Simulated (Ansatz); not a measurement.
CaB₆ in space group Pm-3m (No. 221; Ca on 1b, B on 6e) under volume change, DFT-r²SCAN in the program Ansatz with PAW potentials, shape and atoms relaxed at each volume.

```
V (Å³/atom)  E − E(relaxed) (meV/atom)  P (GPa)
-----------  -------------------------  -------
9.205                              [?]      [?]
9.509                              [?]      [?]
9.812                              4.6     4.97
10.116                             0.0    -0.01
10.419                             4.2    -4.34
10.723                            16.1    -8.12
11.026                            34.7   -11.41
```

Task: Fill in the missing entries.

Result: 
- 9.509, E − E(relaxed) (meV/atom): 19.3
- 9.509, P (GPa): 10.66
- 9.205, E − E(relaxed) (meV/atom): 45.5
- 9.205, P (GPa): 17.21

Task: What does a third-order Birch–Murnaghan fit give for V₀, B₀ and B′?

Result: V₀ = 10.12 Å³/atom, B₀ = 155 GPa, B′ = 3.6.

Symmetry was held in the r²SCAN relaxation.

Potentials: the later of the program's two PAW sets.
